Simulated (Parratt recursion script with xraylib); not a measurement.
# How thick is the Al2O3 film? X-ray reflectivity on Si

```
layer, from the top  thickness (Å)  density (g/cm³)  rms roughness of its top face (Å)  δ (10⁻⁶)  β (10⁻⁶)
-------------------  -------------  ---------------  ---------------------------------  --------  --------
Al2O3                            ?            3.757                                1.5     26.59    0.6807
Si (substrate)                   –            2.313                                1.8     16.75    0.8265
```

The refractive index is n = 1 − δ + iβ. Vacuum lies above.

Densities are inputs, not measurements. They were set from computed cells of the Materials Project: Al2O3 from entry mp-1143 (R-3c, 3.873 g/cm³, taken at 97 %); Si from entry mp-149 (Fd-3m, 2.313 g/cm³). A layer's crystal structure does not enter its constants, only its composition and density.

Calculation: specular X-ray reflectivity, Parratt recursion, Névot-Croce roughness, xraylib tables; Parratt recursion script with xraylib 4.3.0.

Photon energy 5.415 keV (λ = 2.2896 Å), s polarisation. The grazing angle θ is scanned from 0.05° to 2.97° in 900 evenly spaced points, and the curve is smoothed with a Gaussian of 0.004° full width. A minimum is a scan point below both neighbours, placed by a parabola through ln R at the three points.

All minima between 0.55 and 1.1°: θ = 0.606, 0.689, 0.778, 0.872, 0.970, 1.069°.

Question: Find the film thickness d from the minima.

Answer: sin²θ of the minima, in units of 10⁻⁶: 111.9, 144.6, 184.4, 231.6, 286.6, 348.1. For consecutive orders m, sin²θ = 2δ + (mλ/2d)², so u = (sin²θ − 2δ)^½ rises by λ/2d from one minimum to the next. With the film's δ, u in units of 10⁻³ is 7.663, 9.561, 11.455, 13.357, 15.278, 17.173. A straight line through u against the count of the minimum has slope 1.903 × 10⁻³, so d = λ/(2 × slope) = 601.6 Å.

The run used d = 600 Å; the estimate misses by 1.6 Å. The spacing of the first two listed minima alone, with δ left out, gives λ/(2Δθ) = 790.3 Å, 31.7 % too high.
